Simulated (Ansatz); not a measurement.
Relaxed-ion elastic tensor of Mg (9R (Sm type), R-3m) in GPa (Voigt order), PBEsol in the plane-wave PAW code Ansatz; density 1.79 g/cm³, 22.54 Å³ per atom.

```
65.2  25.4  20.7   0.3   0.0   0.0
25.4  65.2  20.7  -0.3   0.0   0.0
20.7  20.7  71.3   0.0   0.0   0.0
 0.3  -0.3   0.0  19.6   0.0   0.0
 0.0   0.0   0.0   0.0  19.6   0.3
 0.0   0.0   0.0   0.0   0.3  19.9
```

Q: Is the crystal mechanically stable?

A: Yes: the smallest eigenvalue of C is 19.3 GPa.

Q: Work out the Voigt, Reuss and Hill averages.

A: K_V = 37.2, K_R = 37.2, K_H = 37.2; G_V = 20.8, G_R = 20.6, G_H = 20.7 GPa.

Q: Give Young's modulus, Poisson's ratio, Pugh's ratio and the universal anisotropy index.

A: E = 9KG/(3K + G) = 52.4 GPa; ν = 0.27; K/G = 1.80 (near the Pugh limit of 1.75, no verdict); A_U = 5G_V/G_R + K_V/K_R − 6 = 0.05.

Q: Estimate the sound speeds and the Debye temperature.

A: v_l = √((K + 4G/3)/ρ) = 6020 m/s, v_t = √(G/ρ) = 3400 m/s, mean 3780 m/s; Θ = (h/k)(3n/4πV)^(1/3) v_m = 399 K.

Q: Solve the Christoffel equation for the three sound speeds along x, y, z.

A: Eigenvalues of C_ijkl n_j n_l equal ρv². In km/s, slowest first: x 3.29, 3.35, 6.04; y 3.30, 3.34, 6.04; z 3.30, 3.30, 6.31.

Q: How much does each axis shrink under pressure?

A: Linear compressibilities β_i = Σ_j S_ij (j = 1 to 3): x 9.0, y 9.0, z 8.8 per TPa.

The first step of the workflow began from a Materials Project structure, measured or hypothetical; the Crystallography Open Database copy checked does not list it. It is not the phase usual at ambient conditions (space group No. 194). The cell was relaxed with PBEsol under the symmetry of its start; its stability against distortions is not shown here. As this level gives no gap, shear constants depend on the k-mesh and smearing (Fermi–Dirac, 0.1 eV here).

Potentials: the earlier of the program's two PAW sets. The files were generated under PBE; for other functionals the program regenerates the frozen cores, and for LDA and PBEsol the local potential too.
